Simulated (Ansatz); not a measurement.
WS2 (2H-MoS2 type, space group P6_3/mmc), energy against volume

WS2 (2H-MoS2 type, space group P6_3/mmc)

```yaml
crystal:
  lattice:
    - [3.16997, 0.00000, 0.00000]
    - [-1.58498, 2.74527, 0.00000]
    - [0.00000, 0.00000, 12.49180]
  atoms:
    - { symbol: W, position: [0.33333, 0.66667, 0.25000] }
    - { symbol: W, position: [0.66667, 0.33333, 0.75000] }
    - { symbol: S, position: [0.33333, 0.66667, 0.62490] }
    - { symbol: S, position: [0.66667, 0.33333, 0.12490] }
    - { symbol: S, position: [0.66667, 0.33333, 0.37510] }
    - { symbol: S, position: [0.33333, 0.66667, 0.87510] }
```

E(V) scan at fixed shape, V₀ the volume above. The atoms relax within the cell's symmetry.

These are r2SCAN+rVV10 (plane waves to 500 eV, PAW, scalar-relativistic; Ansatz, an electronic-structure program) values and carry that method's errors. k mesh 12×12×3 (Γ-centred), Fermi-Dirac smearing 0.05 eV. The energy includes the smearing's −TS. Stress and pressure are positive under compression. With the shape held, the modulus is that of even scaling; a crystal free to change shape is softer. Spin-orbit coupling is left out, though W is heavy. WS2 is run without spin polarisation. WS2 was relaxed with its symmetry unable to fall. ΔE is measured from the relaxed starting cell.

| V/V₀ | ΔE (kJ/mol of atoms) | P (GPa) |
|---|---|---|
| 0.840 | 15.07 | 20.2 |
| 0.867 | 9.91 | 15.5 |
| 0.893 | 6.01 | 11.4 |
| 0.920 | 3.21 | 7.9 |
| 0.947 | 1.36 | 4.9 |
| 0.973 | 0.32 | 2.3 |
| 1.000 | 0.00 | 0.0 |
| 1.027 | 0.30 | -2.0 |
| 1.053 | 1.14 | -3.8 |
| 1.080 | 2.46 | -5.3 |
| 1.107 | 4.21 | -6.7 |
| 1.133 | 6.33 | -7.9 |
| 1.160 | 8.79 | -9.0 |

Read from the data:

The pressure at the smallest volume comes out as 20.2 GPa and the energy cost of the largest compression is 156.2 meV/atom. The energy cost of the largest expansion comes out as 91.1 meV/atom, the bulk modulus at fixed cell shape B₀ (third-order Birch-Murnaghan fit) is 80.7 GPa and the pressure derivative B₀′ (fit) is 4.1. The equilibrium volume of the fit is 18.12 Å³/atom and the pressure for 5 % compression (fit) is 4.6 GPa.

(Under strain, the slope of the energy per volume gives the stress and its curvature an elastic modulus.)
